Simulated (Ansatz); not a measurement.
Relaxed Se (trigonal-Se type, space group P3_121):

```yaml
crystal:
  lattice:
    - [4.52940, 0.00000, 0.00000]
    - [-2.26470, 3.92257, 0.00000]
    - [0.00000, 0.00000, 5.04244]
  atoms:
    - { symbol: Se, position: [0.21841, 0.00000, 0.83333] }
    - { symbol: Se, position: [0.00000, 0.21841, 0.16667] }
    - { symbol: Se, position: [0.78159, 0.78159, 0.50000] }
```

In each cell atom 2 (Se, nearest neighbour Se at 2.400 Å; its periodic images, 4.5 Å or more away, move with it) moves by s·(0.707, 0.707, 0.000) (along Cartesian [110]), the rest being held.

Calculation: PBE (plane waves to 420 eV, PAW, scalar-relativistic; Ansatz, a first-principles code). k mesh 7×7×5 (Γ-centred), Fermi-Dirac smearing 0.05 eV. E stands for the smeared free energy. Stress and pressure are positive under compression. As the smearing reaches across the gap at some points, energies and forces of such displacements shift with the k mesh and the smearing. F⊥ is the part of the force across the line. Se was relaxed with its symmetry unable to fall. The PAW data are Ansatz's earlier set. The zero of ΔE is the undisplaced structure.

```json
[
 {"s (Å)": "-0.480", "|F⊥| (eV/Å)": "1.587", "ΔE (meV/cell)": "357", "P (GPa)": "3.0"},
 {"s (Å)": "-0.384", "|F⊥| (eV/Å)": "1.181", "ΔE (meV/cell)": "?", "P (GPa)": "2.3"},
 {"s (Å)": "-0.288", "|F⊥| (eV/Å)": "0.812", "ΔE (meV/cell)": "?", "P (GPa)": "1.6"},
 {"s (Å)": "-0.192", "|F⊥| (eV/Å)": "0.490", "ΔE (meV/cell)": "59", "P (GPa)": "1.0"},
 {"s (Å)": "-0.096", "|F⊥| (eV/Å)": "0.218", "ΔE (meV/cell)": "15", "P (GPa)": "0.5"},
 {"s (Å)": "0.000", "|F⊥| (eV/Å)": "0.000", "ΔE (meV/cell)": "0", "P (GPa)": "0.0"},
 {"s (Å)": "0.096", "|F⊥| (eV/Å)": "0.166", "ΔE (meV/cell)": "14", "P (GPa)": "-0.4"},
 {"s (Å)": "0.192", "|F⊥| (eV/Å)": "0.284", "ΔE (meV/cell)": "57", "P (GPa)": "-0.7"},
 {"s (Å)": "0.288", "|F⊥| (eV/Å)": "0.359", "ΔE (meV/cell)": "126", "P (GPa)": "-1.0"},
 {"s (Å)": "0.384", "|F⊥| (eV/Å)": "0.400", "ΔE (meV/cell)": "219", "P (GPa)": "-1.2"},
 {"s (Å)": "0.480", "|F⊥| (eV/Å)": "0.409", "ΔE (meV/cell)": "331", "P (GPa)": "-1.3"}
]
```

Problem. Some entries are withheld; supply them.

Solution. 
- -0.384, ΔE (meV/cell): 232
- -0.288, ΔE (meV/cell): 132

(For displaced atoms, the force is minus the slope of the energy, and its curvature is a force constant, which sets phonon frequencies.)
